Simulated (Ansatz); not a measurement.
AgCl (rock salt): frozen-phonon scan

Starting cell, AgCl (rock salt):

```xyz
4
Lattice="0.0000 5.5450 5.5450 2.7725 0.0000 2.7725 2.7725 2.7725 0.0000" Properties=species:S:1:pos:R:3 pbc="T T T"
Cl     0.0000     0.0000     0.0000
Cl     2.7725     5.5450     2.7725
Ag     2.7725     2.7725     2.7725
Ag     2.7725     5.5450     5.5450
```

The atoms are displaced by Q × the pattern below (from a DFPT mode at L = (0.5, 0.0, 0.0), largest move 1; Q in Å), at fixed cell. (q is in reciprocal vectors of the primitive cell; the cell shown is doubled to hold the pattern.)

| atom | x | y | z |
|---|---|---|---|
| Ag3 | -0.577 | 0.577 | 0.577 |
| Ag4 | 0.577 | -0.577 | -0.577 |

Atoms not listed stay in place.

Method: r2SCAN (plane waves to 500 eV, PAW, scalar-relativistic; Ansatz, a quantum-chemistry and plane-wave program). k mesh 5×10×10 (Γ-centred), Fermi-Dirac smearing 0.05 eV. The energy includes the smearing's −TS. Stress and pressure are positive under compression. AgCl was relaxed with its symmetry unable to fall. The zero of ΔE is the undisplaced structure.

```tsv
Q (Å)	ΔE (meV/cell)	P (GPa)	−dE/dQ from forces (eV/Å)
-0.180	125.3	0.61	1.384
-0.150	87.2	0.43	1.157
-0.120	55.9	0.27	0.929
-0.090	31.5	0.15	0.698
-0.060	14.0	0.07	0.466
-0.030	3.5	0.02	0.233
0.000	0.0	0.00	0.000
0.030	3.5	0.02	-0.233
0.060	14.0	0.07	-0.466
0.090	31.5	0.15	-0.698
0.120	55.9	0.27	-0.929
0.150	87.2	0.43	-1.157
0.180	125.3	0.61	-1.384
```

What the scan shows:

```
Quantity                                                                                                              Value
-----------------------------------------------------------  --------------------------------------------------------------
Energy at Q = 0.180 Å                                                                                        125.3 meV/cell
Space group of the distorted cell                                                        R-3m (No. 166), lowered from Fm-3m
Symmetry of the curve                                                                         even: the same for both signs
Shape of the curve                                           a single well with its minimum at or next to zero displacement
Harmonic wavenumber from the curvature (finite differences)                                                         99 cm⁻¹
Wavenumber by perturbation theory (DFPT, on another k mesh)                                                         99 cm⁻¹
```

(For displaced atoms, the force is minus the slope of the energy, and its curvature is a force constant, which sets phonon frequencies.)
